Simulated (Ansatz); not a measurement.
Relaxed-ion elastic tensor of YB$_{2}$C$_{2}$ in space group P4/mbm (No. 127; Y on 2a, B on 4h, C on 4h) in GPa (Voigt order), PBEsol in the plane-wave PAW code Ansatz; density 4.49 g/cm³, 9.95 Å³ per atom.

```
      1     2     3     4     5    6
-  ----  ----  ----  ----  ----  ---
1   539   211  42.4   0.0   0.0  0.0
2   211   539  42.4   0.0   0.0  0.0
3  42.4  42.4   229   0.0   0.0  0.0
4   0.0   0.0   0.0  95.1   0.0  0.0
5   0.0   0.0   0.0   0.0  95.1  0.0
6   0.0   0.0   0.0   0.0   0.0  180
```

Task: Is the crystal mechanically stable?

Result: Yes: the smallest eigenvalue of C is 95.1 GPa.

Task: Work out the Voigt, Reuss and Hill averages.

Result: K_V = 211, K_R = 162, K_H = 186; G_V = 142, G_R = 124, G_H = 133 GPa.

Task: Give Young's modulus, Poisson's ratio, Pugh's ratio and the universal anisotropy index.

Result: E = 9KG/(3K + G) = 322 GPa; ν = 0.21; K/G = 1.40 (brittle by the Pugh limit of 1.75); A_U = 5G_V/G_R + K_V/K_R − 6 = 0.99.

Task: Estimate the sound speeds and the Debye temperature.

Result: v_l = √((K + 4G/3)/ρ) = 9000 m/s, v_t = √(G/ρ) = 5440 m/s, mean 6020 m/s; Θ = (h/k)(3n/4πV)^(1/3) v_m = 833 K.

Task: How much does each axis shrink under pressure?

Result: Linear compressibilities β_i = Σ_j S_ij (j = 1 to 3): x 1.1, y 1.1, z 4.0 per TPa.

The workflow started from a Materials Project entry (that database holds measured and hypothetical structures alike); the Crystallography Open Database copy checked does not list it. With B and C taken as one species the cell has the higher symmetry P4/mmm, so it may be an ordered model of a mixed-site phase. Whether it is the stable phase at ambient conditions was not checked. The cell was relaxed with PBEsol under the symmetry of its start; whether a distortion lowers the energy is not shown. No spin polarisation was allowed. As this level gives no gap, shear constants depend on the k-mesh and smearing (Fermi–Dirac, 0.1 eV here).

Potentials: the later of the program's two PAW sets.
